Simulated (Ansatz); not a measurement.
# N-14 nuclear quadrupole resonance in SiC2N4

Cell: a Materials Project structure (computed, not necessarily an observed phase), taken as it stands.

Space group Pn-3m:1 (No. 224); a = 6.6844 Å.

| site | Wyckoff | site symmetry | x | y | z |
| --- | --- | --- | --- | --- | --- |
| Si | 2a | -43m | 0.5000 | 0.5000 | 0.5000 |
| C | 4c | .-3m | 0.7500 | 0.2500 | 0.2500 |
| N | 8e | .3m | 0.1455 | 0.8545 | 0.1455 |

One atom of each set is listed.

Method: Kohn–Sham DFT in Ansatz, PBE, plane waves and PAW (field gradients read without the response of the frozen cores, which leaves them typically 4 to 6 % off), scalar-relativistic, 420 eV cutoff, Γ-centred 4×4×4 k-points, Fermi–Dirac smearing 0.02 eV.

N-14: I = 1, Q = 20.44 mb (year-2017 value). Static lattice, zero field.

Task: The simulated lines lie at 1.74 MHz. What are |C_Q|, η and |V_zz| at N?

Result: For I = 1 the lines are ν± = (3/4)|C_Q|(1 ± η/3) and ν₀ = |C_Q|η/2. Here |C_Q| = 2.32 MHz, η = 0.00 and |V_zz| = 4.70 × 10²¹ V/m². The calculation gives V_zz positive; the lines don't show the sign. The site has 1 C at 1.21 Å, 1 Si at 1.69 Å, angle 180°.

An axis of threefold or higher order runs through N, so V_zz lies along it and η is zero.
